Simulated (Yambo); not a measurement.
G0W0@PBEsol for a free-standing WS$_{2}$ monolayer (symmetry P-6m2, slab cell 16.1 Å high) in Yambo. Reference settings: 6×6×1 Γ-centred k mesh, bands 5 to 192 and a 7 Ry block in the screening, 192 bands in G with the Bruneval-Gonze terminator, plasmon pole fitted at 27.2 eV, slab-truncated Coulomb interaction, stochastic integration of W near q = 0. The PBEsol gap K → (0.167, 0.167) on this mesh is 1.67 eV; G0W0 gaps are taken between the same points.

With and without the terminator, as bands are cut:

```tsv
bands in G (in W)	gap, terminator (eV)	gap, none (eV)	valence shift, terminator (eV)	valence shift, none (eV)
74 (192)	2.424	2.436	0.060	0.703
124 (192)	2.414	2.421	-0.010	0.396
192 (192)	2.412	2.420	-0.045	0.207
```

Over this range the gap spans 0.012 eV with the terminator and 0.016 eV without, the valence shift 0.105 eV and 0.496 eV. Neither column has reached its limit for certain.

Spin-orbit coupling is included.

Geometry relaxed with PBEsol; primitive cell a = b = 3.1456 Å, c = 16.1000 Å, α = β = 90.00°, γ = 120.00°.

A shift is the quasiparticle energy of the state minus its PBEsol energy.
